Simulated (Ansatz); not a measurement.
Sb:
```cif
data_Sb2
_chemical_formula_sum 'Sb2'
_space_group_name_H-M_alt 'P 1'
_space_group_IT_number 1
_cell_length_a 4.86014
_cell_length_b 4.86014
_cell_length_c 4.86014
_cell_angle_alpha 60.000
_cell_angle_beta 60.000
_cell_angle_gamma 60.000
loop_
_space_group_symop_operation_xyz
  'x, y, z'
loop_
_atom_site_label
_atom_site_type_symbol
_atom_site_fract_x
_atom_site_fract_y
_atom_site_fract_z
_atom_site_occupancy
Sb1 Sb 0.00000 0.00000 0.00000 1
Sb2 Sb 0.25000 0.25000 0.25000 1
```

Relaxed with PBEsol.

Decompose the optical modes at the zone centre into irreducible representations, and say which are infrared and Raman allowed.

Point group m-3m: Γ_opt = T2g. Infrared: none. Raman: T2g.

Assign frequencies (DFPT, plane-wave PAW PBEsol (Ansatz code)).

T2g 129 cm⁻¹.

Space group Fd-3m (diamond). The start of the workflow was typed in or built on a structure type; neither database checked (COD, Materials Project) lists it. It is not the phase usual at ambient conditions (space group No. 166). The cell was relaxed with PBEsol under the symmetry of its start. At this level the phase is mechanically unstable. As this level gives no gap, phonon frequencies hold no LO–TO term and depend on the k-mesh and smearing (Fermi–Dirac, 0.1 eV here). Spin–orbit coupling is left out wherever it is not named.

Potentials: the later of the program's two PAW sets.
